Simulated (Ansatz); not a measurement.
**ScAl3: do energies and stresses tell the same story?**

Method: DFT PBEsol, scalar-relativistic, plane waves, PAW (Ansatz).

Plane waves to 420 eV, a k mesh through Γ of 14×14×14 on the computed 4-atom cell and Gaussian smearing (0.10 eV); no spin polarisation.

Relaxed cell: I4/mmm, a = 3.991 Å, b = 3.991 Å, c = 8.740 Å, α = 90.00°, β = 90.00°, γ = 90.00°, 4 atoms in the primitive cell. Whether it is the stable form of this composition wasn't checked.

Energies at zero smearing and pressures from the stress tensor, at volumes with shape and atoms relaxed:
| V (Å³/atom) | E − E(first) (meV/atom) | P (GPa) |
| --- | --- | --- |
| 15.316 | 0.00 | 14.38 |
| 15.838 | -39.39 | 9.92 |
| 16.361 | -65.28 | 6.10 |
| 16.883 | -79.62 | 2.80 |
| 17.405 | -84.02 | -0.02 |
| 17.927 | -79.88 | -2.44 |
| 18.449 | -68.43 | -4.53 |
| 19.145 | -43.54 | -6.84 |

Question: Check P = −dE/dV between neighbouring volumes, and get the bulk modulus from the pressures alone.

Answer: With 1 eV/Å³ = 160.2 GPa:
```csv
middle V (Å³/atom),−ΔE/ΔV (GPa),mean P (GPa)
15.577,12.086,12.150
16.100,7.944,8.007
16.622,4.401,4.451
17.144,1.348,1.394
17.666,-1.270,-1.226
18.188,-3.513,-3.481
18.797,-5.727,-5.682
```

The two differ by 0.06 GPa at most. The mean of two end pressures misses the average over a step by about ΔV² P″/12, up to 0.06 GPa here; with that taken off 0.01 GPa remains. Around V = 17.405 Å³/atom, the two neighbours give B = −V ΔP/ΔV = 17.405 × 5.24 / 1.044 = 87.3 GPa, against B0 = 87.1 GPa from the Birch–Murnaghan fit of the energies.